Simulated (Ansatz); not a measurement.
# As (hcp): energy against volume

These are results of Ansatz 0.2.0, DFT, LDA (PW92), plane waves (420 eV) with PAW, scalar-relativistic, not measurements. The PAW files were generated under PBE, with cores re-solved for the functional.

The cell is scaled uniformly from the relaxed one, with fractional coordinates and shape fixed. Energies are extrapolated to zero smearing, pressures are those at the given smearing. Magnetic state: spin not included.

A Birch-Murnaghan fit gives V₀ = 18.11 Å³/atom, B₀ = 92 GPa, B₀′ = 4.3.

(1) What are the energy above the minimum and the pressure at 17.360 Å³/atom?

(2) What are the energy above the minimum and the pressure at 19.530 Å³/atom?

(3) What are the energy above the minimum and the pressure at 20.254 Å³/atom?

Results:

(1) 9.6 meV/atom and 4.33 GPa as computed.

(2) 27.7 meV/atom and -5.89 GPa as computed.

(3) 59.6 meV/atom and -8.15 GPa as computed.
